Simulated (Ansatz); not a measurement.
SiGe:
```
CELL_PARAMETERS angstrom
      1.96198     1.13275     6.39888
     -1.96198     1.13275     6.39888
      0.00000    -2.26550     6.39888
ATOMIC_POSITIONS crystal
  Si 0.93881 0.93881 0.93881
  Si 0.06119 0.06119 0.06119
  Ge 0.43599 0.43599 0.43599
  Ge 0.56401 0.56401 0.56401
```

Plane-wave PAW r²SCAN (Ansatz code) gives a gap of 0.65 eV without spin–orbit coupling, maximum at Γ, minimum at F.

Problem. What happens when spin–orbit coupling is switched on?

Solution. The gap falls by 0.06 eV, to 0.59 eV; maximum at Γ, minimum at F.

Problem. Give the electron effective mass with spin–orbit coupling.

Solution. 0.11, 0.22, 1.3 mₑ (principal values).

Problem. Give the hole effective mass with spin–orbit coupling.

Solution. 0.12 along x, 0.55 along z (mₑ).

Space group R-3m. The start of the workflow was typed in or built on a structure type; neither database checked (COD, Materials Project) lists it. Whether it is the stable phase at ambient conditions was not checked. The r²SCAN relaxation kept the symmetry of its start; its stability against distortions is not shown here.

Potentials: the earlier of the program's two PAW sets.
